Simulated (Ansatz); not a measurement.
Run on hcp Y (10-10), 6 layers: DFT, PBE, all-electron LAPW, scalar-relativistic (Ansatz 0.2.0). This run: Zr in place of Y in the outer layer.

The slab is cut from a bulk crystal relaxed on PAW files (its atoms may have been relaxed since).

Command: `ansatz run input.yaml --threads 2 --pin off --max-ram 5120MiB --backend cpu --events-out ev --progress --plain --runs-dir out` It took 2.2 min on 2 threads of Arm Neoverse V1 (shared host), peak memory 0.81 GiB.

```yaml
crystal:
  lattice:
    - [3.6580181829, 0.0, 0.0]
    - [0.0, 5.673391259, 0.0]
    - [0.0, 0.0, 23.3919]
  atoms:
    - { symbol: Zr, position: [0.75, 0.75, 0.3462357758] }
    - { symbol: "Y", position: [0.25, 0.25, 0.3925698162] }
    - { symbol: "Y", position: [0.25, 0.75, 0.4755114704] }
    - { symbol: "Y", position: [0.75, 0.25, 0.5244885275] }
    - { symbol: "Y", position: [0.75, 0.75, 0.6074301869] }
    - { symbol: "Y", position: [0.25, 0.25, 0.6537642232] }
kpoints:
  mp_grid: { grid: [10, 7, 1] }
scf:
  occupations: { method: fermi_dirac, width: 0.05 }
hamiltonian:
  xc: pbe
  pseudopotentials: { kind: all_electron, lapw: { basis_error: 0.001 } }
output:
  forces: true
  stress: true
  eigenvalues: true
efield:
  axis: 3
  amplitude: 0
  dipole_correction: true
```

Output:

```
LAPW: plane waves up to 5.910 Å⁻¹, error target 1.0e-3 eV per atom; small_component_spin mean_spin; Y in spheres of 1.718 Å, 21 of its electrons in bands, Dirac shells []; Zr in spheres of 1.754 Å, 22 of its electrons in bands, Dirac shells [] (how accurate: hamiltonian.pseudopotentials.lapw.basis_error, Limitations)
Engine: ansatz 0.2.0
Pseudopotentials: kind: all_electron
Pseudopotential: Zr, LAPW, valence charge 22, lapw/all_electron/scalar/gaussian/Zr, Koelling and Harmon's equation, gaussian nucleus
Pseudopotential: Y, LAPW, valence charge 21, lapw/all_electron/scalar/gaussian/Y, Koelling and Harmon's equation, gaussian nucleus
Functional definition: PBE
  parameter kappa = 0.804
  parameter beta = 0.06672455060314922
  exchange = pbe_x(kappa = kappa, mu = beta*pi^2/3)
  correlation = pbe_c(beta = beta)
Crystal: 6 atoms, lattice volume = 485.461 Å³
Basis set: ecut = 133.05373160842004 eV, 1721 PW (Γ), exchange–correlation at level 2
Bands: 77, of which v1, the nominal top of the filled ones, is band 64 counted from 1 (63 counted from 0)
Symmetry: 4 space group operations
Space group: Pmm2 (ITA 25), of the structure as read, at distance tolerance 7.9e-5 Å
k-points: 24 of 70
Non-local potential: Zr, projectors of the file, none
Non-local potential: Y, projectors of the file, none
Initial density: superposition of atomic densities (neutral atoms: chi_scale 0, normalization atom)
Initial wavefunctions: plane waves of lowest kinetic energy (no species holds an atomic orbital)
Functional: x = pbe(κ = 0.804, μ = 0.2195149727645171), c = pbe(β = 0.06672455060314922)
iter 1 solved again at ethr=3.38e-2 eV; its pass at ethr=1.00e-1 eV (dr2=4.30e1 eV) is discarded
SCF iter   1: F=—  HF=-558523.759018 eV  |F-HF|=—  |Δ(HF+E_count)|=         —  Δρ=2.01e-2  dr2=4.30e1  ethr=3.38e-2  p=0.000 e·Å  D=6.52e-6 V/Å  ΔV_dip=-0.00 eV  dr2_dipole=1.37e-1  V_vac-E_F(+/−)=6.17/6.17 eV  ⟨swp⟩=2.0  Hψ=10859  notcnv=0
efield: sawtooth ramp at fractional position 0.9500 (placed from the atoms, in the widest stretch of the axis that holds none; the zero of the levels goes with the place), width 0.1000; the density the first Hamiltonian is built on has a dipole p = 0.000 e·Å; the dipole correction subtracts the counter field D = 7.26e-6 V/Å, which shifts the + side's vacuum level by -0.00 eV against the − side's; the planar-averaged density in the ramp window peaks in size at 4.5e-6 e/Å³
preconditioner: auto → LDOS  [metal: Δε(μ)=0.018 eV  Ē_g=2.754 eV  σ=0.050 eV  W_gap=0.09  n_scr=84 (ndim 8)  ℏωp=7.3 eV  f_vac=0.534  D(μ)=7.77/eV (n_scr^D=30)  β→1.0]
SCF iter   2: F=—  HF=-558523.262416 eV  |F-HF|=—  |Δ(HF+E_count)|=   4.97e-1  Δρ=2.85e-2  dr2=8.76e1  ethr=3.38e-2  p=-0.021 e·Å  D=-7.88e-3 V/Å  ΔV_dip=0.18 eV  dr2_dipole=6.84e0  V_vac-E_F(+/−)=2.14/1.96 eV  ⟨swp⟩=3.3  Hψ=5903  notcnv=0  defer=2
iter 3 solved again at ethr=2.17e-3 eV; its pass at ethr=3.38e-2 eV (dr2=2.76e0 eV) is discarded
SCF iter   3: F=—  HF=-558520.163917 eV  |F-HF|=—  |Δ(HF+E_count)|=    3.10e0  Δρ=7.25e-3  dr2=2.75e0  ethr=2.17e-3  p=0.010 e·Å  D=3.67e-3 V/Å  ΔV_dip=-0.09 eV  dr2_dipole=2.15e-4  V_vac-E_F(+/−)=3.53/3.62 eV  ⟨swp⟩=2.0  Hψ=9342  notcnv=0
SCF iter   4: F=—  HF=-558520.119454 eV  |F-HF|=—  |Δ(HF+E_count)|=         —  Δρ=2.38e-3  dr2=2.41e-1  ethr=2.17e-3  p=0.010 e·Å  D=3.82e-3 V/Å  ΔV_dip=-0.09 eV  dr2_dipole=1.37e-3  V_vac-E_F(+/−)=3.74/3.83 eV  ⟨swp⟩=2.0  Hψ=5379  notcnv=0
the basis was enlarged: its passes take 1.7 MiB over the memory plan, 2 of 2 planned eigensolver slots
SCF iter   5: F=—  HF=-558520.115729 eV  |F-HF|=—  |Δ(HF+E_count)|=   3.73e-3  Δρ=1.15e-3  dr2=5.62e-2  ethr=1.90e-4  p=0.012 e·Å  D=4.51e-3 V/Å  ΔV_dip=-0.11 eV  dr2_dipole=7.86e-3  V_vac-E_F(+/−)=3.42/3.53 eV  ⟨swp⟩=2.8  Hψ=6134  notcnv=0
SCF iter   6: F=—  HF=-558520.116223 eV  |F-HF|=—  |Δ(HF+E_count)|=   4.94e-4  Δρ=4.46e-4  dr2=6.59e-3  ethr=4.43e-5  p=0.012 e·Å  D=4.61e-3 V/Å  ΔV_dip=-0.11 eV  dr2_dipole=1.88e-3  V_vac-E_F(+/−)=3.40/3.51 eV  ⟨swp⟩=2.0  Hψ=5839  notcnv=0
SCF iter   7: F=—  HF=-558520.116565 eV  |F-HF|=—  |Δ(HF+E_count)|=   3.42e-4  Δρ=2.37e-4  dr2=5.38e-3  ethr=5.19e-6  p=0.013 e·Å  D=4.76e-3 V/Å  ΔV_dip=-0.11 eV  dr2_dipole=1.20e-3  V_vac-E_F(+/−)=3.37/3.48 eV  ⟨swp⟩=2.4  Hψ=5854  notcnv=0
SCF iter   8: F=—  HF=-558520.116364 eV  |F-HF|=—  |Δ(HF+E_count)|=   2.01e-4  Δρ=1.02e-4  dr2=9.89e-4  ethr=4.24e-6  p=0.013 e·Å  D=4.74e-3 V/Å  ΔV_dip=-0.11 eV  dr2_dipole=3.74e-4  V_vac-E_F(+/−)=3.34/3.45 eV  ⟨swp⟩=2.0  Hψ=5837  notcnv=0
SCF iter   9: F=—  HF=-558520.116367 eV  |F-HF|=—  |Δ(HF+E_count)|=   2.66e-6  Δρ=5.31e-5  dr2=2.36e-4  ethr=7.79e-7  p=0.013 e·Å  D=4.67e-3 V/Å  ΔV_dip=-0.11 eV  dr2_dipole=1.04e-4  V_vac-E_F(+/−)=3.32/3.43 eV  ⟨swp⟩=2.1  Hψ=5841  notcnv=0
SCF iter  10: F=—  HF=-558520.116364 eV  |F-HF|=—  |Δ(HF+E_count)|=   3.07e-6  Δρ=1.93e-5  dr2=1.70e-5  ethr=1.86e-7  p=0.012 e·Å  D=4.54e-3 V/Å  ΔV_dip=-0.11 eV  dr2_dipole=7.64e-6  V_vac-E_F(+/−)=3.32/3.42 eV  ⟨swp⟩=2.7  Hψ=5860  notcnv=0
SCF iter  11: F=—  HF=-558520.116365 eV  |F-HF|=—  |Δ(HF+E_count)|=   9.99e-7  Δρ=5.82e-6  dr2=4.72e-7  ethr=1.34e-8  p=0.012 e·Å  D=4.45e-3 V/Å  ΔV_dip=-0.10 eV  dr2_dipole=2.97e-9  V_vac-E_F(+/−)=3.31/3.42 eV  ⟨swp⟩=3.0  Hψ=6105  notcnv=0
SCF iter  12: F=-558520.116365 eV  HF=-558520.116365 eV  |F-HF|=2.92e-8  |Δ(HF+E_count)|=   2.08e-7  Δρ=2.27e-6  dr2=6.33e-8  ethr=3.71e-10  p=0.012 e·Å  D=4.42e-3 V/Å  ΔV_dip=-0.10 eV  dr2_dipole=4.62e-9  V_vac-E_F(+/−)=3.31/3.42 eV  ⟨swp⟩=3.0  Hψ=6068  notcnv=0
SCF 1 converged in 12 iterations: F = -558520.116365 eV  dr2 = 6.33e-8
SCF converged after 12 iterations
Free energy (F): -558520.116365 eV
Harris-Foulkes:  -558520.116365 eV  (|F-HF|=2.92e-8)
Internal energy: -558520.013624 eV  (E = F + TS)
E sigma→0 (E₀):  -558520.064994 eV
Entropy (-TS):   -0.102741 eV (-17.123 meV/atom)
Fermi energy:    2.442154 eV
Dipole field:    D = 0.004421 V/Å  (p = 0.011860 e·Å, saw-weighted, corrected)
Work function:   Φ+ = 3.3142 eV   Φ− = 3.4177 eV
Levels:          The Fermi level and band energies are counted from a zero that moves with the ramp; work functions are not
--- Per-component energies (eV) ---
  E_band       = -10072.841572
  E_kinetic    = 576135.225845
  E_xc         = -18028.635489
  E_efield     = 0.000026  (sawtooth field / dipole correction)
  E_electrostatic = -1116626.604006  (all electrons and nuclei)
  E_smearing   = -0.102741  (= −TS)
  E_closure    = 0.000000  (closes the sum)
  E_atoms      = -558493.471037  (free atoms, spherical and without spin; not in F)
  Σ components = -558520.116365   (vs F -558520.116365, Δ=0.00e0)
  Basis errors (estimates in eV, not in F): energy 3.0e-4 per atom: plane waves 2.7e-4 (1.6e-4 summed), levels above the bands 1.0e-19, relativity 5.5e-8, radial functions 3.0e-5, core shells 2.2e-7; eigenvalues (radial functions only) 6.9e-7; not estimated: angular momenta, meshes, grids; target (lapw.basis_error) 1.0e-3; muffin-tin radii Y 1.718 Å, Zr 1.754 Å
--- Forces (eV/Å), atoms counted from 1 ---
  atom   1  Zr     0.00000000     0.00000000     0.96537366
  atom   2  Y      0.00000000     0.00000000    -0.56092390
  atom   3  Y      0.00000000     0.00000000    -0.55362125
  atom   4  Y      0.00000000     0.00000000     0.12399987
  atom   5  Y      0.00000000     0.00000000     0.05960640
  atom   6  Y      0.00000000     0.00000000    -0.03455228
  max |Σ_I F_I| component: 1.18e-4 eV/Å
--- Stress (GPa, compression-positive) ---
       -1.704741       0.000000       0.000000
        0.000000      -1.281598       0.000000
        0.000000       0.000000      -0.543684
  P = ⅓ Tr σ = -1.1767 GPa (-11.767 kbar)
--- Band table (eV; the first three rows and the last of 24) ---
  k-point 0: bands = ["-167.3812", "-167.3707", "-167.3574", "-167.3504", "-167.3478", "-143.8612", "-143.8560", "-143.8535", "-143.8502", "-143.8498", "-143.4632", "-143.4628", "-143.4560", "-143.4504", "-143.4494", "-143.3622", "-143.3614", "-143.3606", "-143.3536", "-143.3519", "-143.0910", "-143.0893", "-143.0868", "-143.0797", "-143.0784", "-143.0389", "-143.0359", "-143.0311", "-143.0292", "-143.0290", "-47.1610", "-40.7478", "-40.3585", "-40.2829", "-40.0308", "-39.9699", "-25.2713", "-25.1146", "-24.9835", "-20.8229", "-20.7965", "-20.5649", "-20.4166", "-20.4006", "-20.3407", "-20.2649", "-20.2320", "-20.1509", "-20.0866", "-20.0015", "-19.9418", "-19.9176", "-19.8168", "-19.8027", "-1.8472", "-0.9618", "0.1891", "0.8857", "1.3148", "1.4609", "1.9219", "2.4205", "2.5238", "2.5644", "2.8134", "3.1876", "3.5470", "3.5548", "3.6229", "3.7722", "3.8523", "3.9862", "4.0537", "4.1482", "4.2600", "4.3660", "4.5424"]
  k-point 1: bands = ["-167.3812", "-167.3707", "-167.3574", "-167.3504", "-167.3478", "-143.8612", "-143.8560", "-143.8535", "-143.8502", "-143.8498", "-143.4632", "-143.4628", "-143.4560", "-143.4504", "-143.4494", "-143.3622", "-143.3614", "-143.3606", "-143.3536", "-143.3519", "-143.0910", "-143.0893", "-143.0868", "-143.0797", "-143.0784", "-143.0389", "-143.0359", "-143.0311", "-143.0292", "-143.0290", "-47.1610", "-40.7476", "-40.3583", "-40.2830", "-40.0295", "-39.9716", "-25.2714", "-25.1142", "-24.9834", "-20.8304", "-20.7813", "-20.5632", "-20.4353", "-20.3746", "-20.3576", "-20.2561", "-20.2318", "-20.1523", "-20.0960", "-19.9932", "-19.9319", "-19.9131", "-19.8347", "-19.8081", "-1.7166", "-0.8536", "0.2253", "0.8088", "1.2949", "1.3865", "1.9215", "2.3324", "2.4120", "2.6757", "2.8941", "3.2531", "3.4855", "3.5298", "3.5740", "3.6882", "3.8358", "3.8734", "4.0151", "4.1110", "4.1857", "4.2533", "4.4122"]
  k-point 2: bands = ["-167.3812", "-167.3707", "-167.3574", "-167.3504", "-167.3478", "-143.8612", "-143.8560", "-143.8535", "-143.8502", "-143.8498", "-143.4632", "-143.4628", "-143.4560", "-143.4504", "-143.4494", "-143.3622", "-143.3614", "-143.3606", "-143.3536", "-143.3519", "-143.0910", "-143.0893", "-143.0868", "-143.0797", "-143.0784", "-143.0389", "-143.0359", "-143.0311", "-143.0292", "-143.0290", "-47.1609", "-40.7471", "-40.3579", "-40.2831", "-40.0262", "-39.9760", "-25.2716", "-25.1133", "-24.9833", "-20.8377", "-20.7575", "-20.5596", "-20.4450", "-20.3840", "-20.3464", "-20.2556", "-20.2313", "-20.1556", "-20.0957", "-19.9819", "-19.9163", "-19.9006", "-19.8762", "-19.8225", "-1.3412", "-0.5419", "0.3445", "0.4913", "1.0504", "1.1783", "2.0325", "2.2556", "2.3731", "2.8065", "3.0065", "3.0620", "3.3742", "3.4357", "3.5581", "3.6189", "3.7857", "3.8737", "3.9169", "3.9513", "4.1095", "4.1750", "4.3975"]
  k-point 23: bands = ["-167.3812", "-167.3707", "-167.3574", "-167.3504", "-167.3478", "-143.8612", "-143.8560", "-143.8535", "-143.8502", "-143.8498", "-143.4632", "-143.4628", "-143.4560", "-143.4504", "-143.4494", "-143.3622", "-143.3614", "-143.3606", "-143.3536", "-143.3519", "-143.0910", "-143.0893", "-143.0868", "-143.0797", "-143.0784", "-143.0389", "-143.0359", "-143.0311", "-143.0292", "-143.0290", "-47.1529", "-40.7299", "-40.3408", "-40.2661", "-40.0062", "-39.9642", "-25.2584", "-25.1154", "-25.1007", "-20.8428", "-20.7916", "-20.7525", "-20.4757", "-20.4217", "-20.3766", "-20.3585", "-20.3051", "-20.2361", "-20.1302", "-20.1301", "-19.9508", "-19.9379", "-19.9124", "-19.8903", "0.9140", "0.9294", "1.0440", "1.1407", "1.3577", "1.4102", "2.1094", "2.3917", "2.4379", "2.4496", "2.8307", "2.8422", "2.9724", "3.1335", "3.2647", "3.4243", "3.5834", "3.6575", "4.1068", "4.2886", "4.3805", "4.6408", "4.9140"]
```

Next run (Zr in place of Y in the middle layer), as changes to the input before:

```diff
   atoms:
-    - { symbol: Zr, position: [0.75, 0.75, 0.3462357758] }
+    - { symbol: "Y", position: [0.75, 0.75, 0.3462357758] }
-    - { symbol: "Y", position: [0.25, 0.75, 0.4755114704] }
+    - { symbol: Zr, position: [0.25, 0.75, 0.4755114704] }
```

Results part of the output:

```
SCF 1 converged in 12 iterations: F = -558520.796098 eV  dr2 = 2.39e-8
SCF converged after 12 iterations
Free energy (F): -558520.796098 eV
Harris-Foulkes:  -558520.796098 eV  (|F-HF|=5.01e-9)
Internal energy: -558520.703334 eV  (E = F + TS)
E sigma→0 (E₀):  -558520.749716 eV
[... lines left out ...]
  P = ⅓ Tr σ = -1.4879 GPa (-14.879 kbar)
--- Band table (eV; the first three rows and the last of 24) ---
  k-point 0: bands = ["-166.8919", "-166.8872", "-166.8800", "-166.8777", "-166.8683", "-143.8730", "-143.8702", "-143.8623", "-143.8564", "-143.8563", "-143.8201", "-143.8159", "-143.8062", "-143.8040", "-143.8027", "-143.3833", "-143.3827", "-143.3754", "-143.3738", "-143.3690", "-143.3398", "-143.3395", "-143.3392", "-143.3374", "-143.3330", "-143.0592", "-143.0585", "-143.0561", "-143.0529", "-143.0522", "-46.6756", "-40.7445", "-40.7050", "-40.2883", "-40.2516", "-39.9827", "-24.6766", "-24.6615", "-24.5551", "-20.7926", "-20.7901", "-20.7829", "-20.7587", "-20.5494", "-20.5086", "-20.3409", "-20.2599", "-20.2287", "-20.1750", "-20.1699", "-20.1153", "-19.9523", "-19.9064", "-19.8462", "-1.8355", "-0.9170", "0.2111", "0.9017", "1.2991", "1.5451", "1.8824", "2.3966", "2.5028", "2.6311", "3.1032", "3.2873", "3.5703", "3.6205", "3.6626", "3.8325", "3.9254", "4.0353", "4.2481", "4.2694", "4.4044", "4.4379", "4.4820"]
  k-point 1: bands = ["-166.8919", "-166.8872", "-166.8800", "-166.8777", "-166.8683", "-143.8730", "-143.8702", "-143.8623", "-143.8564", "-143.8563", "-143.8201", "-143.8159", "-143.8062", "-143.8040", "-143.8027", "-143.3833", "-143.3827", "-143.3754", "-143.3738", "-143.3690", "-143.3398", "-143.3395", "-143.3392", "-143.3374", "-143.3330", "-143.0592", "-143.0585", "-143.0561", "-143.0529", "-143.0522", "-46.6755", "-40.7443", "-40.7048", "-40.2886", "-40.2517", "-39.9829", "-24.6769", "-24.6610", "-24.5551", "-20.7999", "-20.7942", "-20.7726", "-20.7439", "-20.5478", "-20.5069", "-20.3384", "-20.2786", "-20.2176", "-20.1843", "-20.1718", "-20.1170", "-19.9498", "-19.9107", "-19.8466", "-1.7068", "-0.8065", "0.2474", "0.8209", "1.2942", "1.4459", "1.9249", "2.3299", "2.4577", "2.6085", "3.2069", "3.3010", "3.5037", "3.5974", "3.6990", "3.7410", "3.8567", "3.9050", "4.1839", "4.2426", "4.2553", "4.2991", "4.4235"]
  k-point 2: bands = ["-166.8919", "-166.8872", "-166.8800", "-166.8777", "-166.8683", "-143.8730", "-143.8702", "-143.8623", "-143.8564", "-143.8563", "-143.8201", "-143.8159", "-143.8062", "-143.8040", "-143.8027", "-143.3833", "-143.3827", "-143.3754", "-143.3738", "-143.3690", "-143.3398", "-143.3395", "-143.3392", "-143.3374", "-143.3330", "-143.0592", "-143.0585", "-143.0561", "-143.0529", "-143.0522", "-46.6755", "-40.7438", "-40.7042", "-40.2892", "-40.2518", "-39.9834", "-24.6775", "-24.6598", "-24.5549", "-20.8075", "-20.7959", "-20.7568", "-20.7191", "-20.5439", "-20.5030", "-20.3326", "-20.2936", "-20.2207", "-20.2068", "-20.1760", "-20.1208", "-19.9433", "-19.9192", "-19.8473", "-1.3363", "-0.4888", "0.3631", "0.4995", "1.1098", "1.1819", "2.0903", "2.2508", "2.3506", "2.7883", "3.1493", "3.3013", "3.3886", "3.4686", "3.6425", "3.7546", "3.7710", "3.8959", "3.9368", "3.9993", "4.1197", "4.2307", "4.3358"]
  k-point 23: bands = ["-166.8919", "-166.8872", "-166.8800", "-166.8777", "-166.8683", "-143.8730", "-143.8702", "-143.8623", "-143.8564", "-143.8563", "-143.8201", "-143.8159", "-143.8062", "-143.8040", "-143.8027", "-143.3833", "-143.3827", "-143.3754", "-143.3738", "-143.3690", "-143.3398", "-143.3395", "-143.3392", "-143.3374", "-143.3330", "-143.0592", "-143.0585", "-143.0561", "-143.0529", "-143.0522", "-46.6675", "-40.7270", "-40.6871", "-40.2726", "-40.2353", "-39.9677", "-24.6878", "-24.6632", "-24.6466", "-20.8117", "-20.7889", "-20.7637", "-20.7608", "-20.7545", "-20.7136", "-20.3708", "-20.3066", "-20.3022", "-20.2634", "-20.2095", "-20.1842", "-20.0616", "-19.9306", "-19.9079", "0.8479", "0.9350", "1.1126", "1.1394", "1.4553", "1.4671", "2.2743", "2.3139", "2.4245", "2.5039", "2.7747", "2.8912", "3.1709", "3.2173", "3.5328", "3.5381", "3.6118", "3.7783", "3.9986", "4.4917", "4.5822", "4.6928", "5.1694"]
```
